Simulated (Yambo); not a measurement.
Yambo run on BaHI (space group P4/nmm, No. 129). The wavefunctions are LDA (Quantum ESPRESSO, PseudoDojo norm-conserving, 74 Ry, without SOC) ones on a 2×2×2 mesh (18 occupied bands); a = b = 4.776 Å, c = 7.800 Å, α = β = γ = 90.00°.

Yambo input:

```
rim_cut
gw0
dyson
el_el_corr
HF_and_locXC
ppa
em1d
RandQpts= 1000000
RandGvec= 1 Ry
EXXRLvcs= 74 Ry
VXCRLvcs= 296 Ry
Chimod= "HARTREE"
% BndsRnXp
 1 | 130 |
%
NGsBlkXp= 7 Ry
% LongDrXp
 1.0 | 1.0 | 1.0 |
%
PPAPntXp= 27.2114 eV
% GbndRnge
 1 | 130 |
%
GTermKind= "BG"
DysSolver= "n"
ExtendOut
% QPkrange
 2 | 2 | 18 | 19 |
%
```

k points by index: 2 = Z.

Resulting energies as the program prints them:

```
#    K-point    Band    Eo [eV]    E [eV]    E-Eo [eV]    Vxc [eV]    Vnlxc [eV]    Sc|Eo [eV]    Sc|E [eV]    dSc/dw|Eo [eV]    Re(Z)    Im(Z)
#
    2    18    0.000000    -0.826608    -0.826608    -11.24946    -13.93320    1.650011    1.857139    -6.817559    0.799651    -0.001570
    2    19    2.604608    3.310517    0.705909    -8.305238    -4.063809    -3.390869    -3.535521    -5.574976    0.829958    -0.001324
```
(The two width columns are left out.) Convergence of these settings isn't established.

Geometry of the Materials Project entry, not relaxed at this level.
